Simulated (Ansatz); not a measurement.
RhPb:
```cif
data_Pb3Rh3
_chemical_formula_sum 'Rh3 Pb3'
_space_group_name_H-M_alt 'P 1'
_space_group_IT_number 1
_cell_length_a 5.61766
_cell_length_b 5.61766
_cell_length_c 4.40324
_cell_angle_alpha 90.000
_cell_angle_beta 90.000
_cell_angle_gamma 120.000
loop_
_space_group_symop_operation_xyz
  'x, y, z'
loop_
_atom_site_label
_atom_site_type_symbol
_atom_site_fract_x
_atom_site_fract_y
_atom_site_fract_z
_atom_site_occupancy
Rh1 Rh 0.00000 0.50000 0.00000 1
Rh2 Rh 0.50000 0.00000 0.00000 1
Rh3 Rh 0.50000 0.50000 0.00000 1
Pb1 Pb 0.66667 0.33333 0.50000 1
Pb2 Pb 0.33333 0.66667 0.50000 1
Pb3 Pb 0.00000 0.00000 0.00000 1
```

Relaxed with LDA.

**Question.** Which orbitals make up the states near the Fermi level in LDA (plane waves, PAW; program Ansatz)?

**Answer.** Within 0.5 eV of the Fermi level: Rh 4d 55 %, Pb 6p 37 %. Projections are on Löwdin-orthogonalised atomic valence shells; empty p or d shells of many metals are not among them.

**Question.** Tabulate the density of states.

**Answer.** States/eV per cell of 6 atoms, in 0.25 eV bins, energy from the Fermi level.

| E (eV) | total | Rh 4d | Pb 6p | Pb 6s |
|---|---|---|---|---|
| -7.85 | 0.30 | 0.04 | 0.01 | 0.23 |
| -7.60 | 0.16 | 0.01 | 0.01 | 0.13 |
| -7.35 | 0.07 | 0.00 | 0.00 | 0.06 |
| -7.10 | 0.00 | 0.00 | 0.00 | 0.00 |
| -6.85 | 0.00 | 0.00 | 0.00 | 0.00 |
| -6.60 | 0.00 | 0.00 | 0.00 | 0.00 |
| -6.35 | 0.00 | 0.00 | 0.00 | 0.00 |
| -6.10 | 0.00 | 0.00 | 0.00 | 0.00 |
| -5.85 | 0.31 | 0.15 | 0.10 | 0.02 |
| -5.60 | 1.05 | 0.35 | 0.44 | 0.04 |
| -5.35 | 1.21 | 0.37 | 0.55 | 0.04 |
| -5.10 | 1.09 | 0.38 | 0.48 | 0.04 |
| -4.85 | 2.72 | 1.17 | 1.21 | 0.06 |
| -4.60 | 5.95 | 2.83 | 2.53 | 0.09 |
| -4.35 | 6.28 | 3.54 | 2.16 | 0.12 |
| -4.10 | 4.10 | 2.40 | 1.30 | 0.09 |
| -3.85 | 6.05 | 4.34 | 1.37 | 0.08 |
| -3.60 | 4.98 | 3.62 | 1.08 | 0.07 |
| -3.35 | 7.56 | 5.78 | 1.51 | 0.07 |
| -3.10 | 12.32 | 9.75 | 2.16 | 0.11 |
| -2.85 | 7.24 | 5.62 | 1.32 | 0.08 |
| -2.60 | 7.59 | 5.70 | 1.57 | 0.09 |
| -2.35 | 8.00 | 6.20 | 1.51 | 0.07 |
| -2.10 | 8.08 | 6.50 | 1.31 | 0.05 |
| -1.85 | 4.07 | 3.21 | 0.71 | 0.03 |
| -1.60 | 5.52 | 4.91 | 0.40 | 0.04 |
| -1.35 | 5.54 | 4.98 | 0.31 | 0.09 |
| -1.10 | 11.15 | 10.43 | 0.36 | 0.19 |
| -0.85 | 8.34 | 7.39 | 0.53 | 0.24 |
| -0.60 | 7.15 | 5.84 | 0.92 | 0.22 |
| -0.35 | 3.60 | 2.28 | 1.02 | 0.13 |
| -0.10 | 2.14 | 1.10 | 0.87 | 0.08 |
| 0.15 | 2.11 | 0.96 | 0.95 | 0.12 |
| 0.40 | 2.47 | 1.06 | 1.14 | 0.18 |
| 0.65 | 4.32 | 2.35 | 1.51 | 0.32 |
| 0.90 | 5.41 | 2.91 | 1.86 | 0.45 |
| 1.15 | 3.13 | 1.32 | 1.31 | 0.33 |
| 1.40 | 2.16 | 0.74 | 0.99 | 0.27 |
| 1.65 | 2.34 | 0.71 | 1.16 | 0.28 |
| 1.90 | 2.92 | 0.83 | 1.53 | 0.33 |
| 2.15 | 2.69 | 0.74 | 1.45 | 0.26 |
| 2.40 | 2.42 | 0.55 | 1.38 | 0.24 |
| 2.65 | 2.30 | 0.44 | 1.38 | 0.22 |
| 2.90 | 2.59 | 0.43 | 1.60 | 0.24 |
| 3.15 | 2.06 | 0.33 | 1.24 | 0.18 |
| 3.40 | 1.93 | 0.27 | 1.11 | 0.18 |
| 3.65 | 1.68 | 0.21 | 0.91 | 0.16 |
| 3.90 | 1.84 | 0.23 | 1.00 | 0.16 |
| 4.15 | 2.63 | 0.30 | 1.52 | 0.15 |
| 4.40 | 3.37 | 0.31 | 2.17 | 0.12 |
| 4.65 | 3.63 | 0.32 | 2.32 | 0.10 |

Space group P6/mmm. The workflow started from a Materials Project entry (that database holds measured and hypothetical structures alike); the Crystallography Open Database files this formula in space group No. 191, but the cells were not matched. Its standing as an ambient phase is unchecked. The cell was relaxed with LDA under the symmetry of its start. At this level the phase is dynamically unstable (imaginary phonons). The run is not spin-polarised. Spin–orbit coupling is left out wherever it is not named.

Potentials: the later of the program's two PAW sets.
